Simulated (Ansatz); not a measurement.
# Relaxing BiAs in the zincblende type

First guess:

```yaml
crystal:
  lattice:
    - [0.00000, 3.21951, 3.21951]
    - [3.21951, 0.00000, 3.21951]
    - [3.21951, 3.21951, 0.00000]
  atoms:
    - { symbol: As, position: [0.00000, 0.00000, 0.00000] }
    - { symbol: Bi, position: [0.25000, 0.25000, 0.25000] }
```

All numbers below come from Ansatz 0.2.0, DFT, PBE, PAW with Ansatz's default frozen-core files, scalar-relativistic.

Cell and atoms relax within the symmetry of the start on a 10×10×10 k mesh with 0.05 eV Fermi–Dirac smearing.

The start is built from a prototype, known or not as a phase of this compound; the cutoff is 420 eV.

Spin–orbit coupling is left out, though it moves levels of the heavy atoms by tenths of an eV or more.

(1) What is the pressure of the first guess?

(2) What does it relax to?

(3) How much energy does the relaxation release?

Answers

(1) 6.01 GPa.

(2) a = 6.706 Å, b = 6.706 Å, c = 6.706 Å, α = 90.00°, β = 90.00°, γ = 90.00° (conventional cell), 37.70 Å³ per atom:
```xyz
2
Lattice="0.0000 3.3531 3.3531 3.3531 0.0000 3.3531 3.3531 3.3531 0.0000" Properties=species:S:1:pos:R:3 pbc="T T T"
As    0.0000    0.0000    0.0000
Bi    1.6766    1.6766    1.6766
```

(3) 73 meV/atom.
